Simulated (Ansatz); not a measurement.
YN (rock salt, Fm-3m), DFT-r²SCAN in the program Ansatz with PAW potentials. The conduction-band minimum lies at X, with 3 equivalent valleys. Second derivatives d²E/dk² of the lowest band at one valley (eV·Å²), along Cartesian directions:

| direction | d²E/dk² |
|---|---|
| [100] | 6.027 |
| [010] | 51.67 |
| [001] | 51.67 |
| [110] | 28.89 |
| [101] | 28.89 |
| [011] | 51.62 |

Find the principal effective masses, the density-of-states mass and the conductivity mass.

Off-diagonal terms follow from H_xy = H[110] − (H_xx + H_yy)/2, and m*/mₑ = 7.620 eV·Å² over each eigenvalue: 0.15, 0.15, 1.3. One valley's DOS mass (m₁m₂m₃)^(1/3) = 0.30, conductivity mass 3/(Σ 1/mᵢ) = 0.21 mₑ.

What effective density of states Nc follows at 300 K for parabolic valleys?

Nc = 2.509e19 × 3 × (0.30)^(3/2) ≈ 1.2e19 cm⁻³.

The cell was relaxed with r²SCAN under the symmetry of its start. The run is not spin-polarised. Scalar-relativistic: spin–orbit coupling is off unless named, which matters more the heavier the elements.

Potentials: the later of the program's two PAW sets.

Edges and masses are those of Kohn–Sham bands, whose gap is no quasiparticle gap.
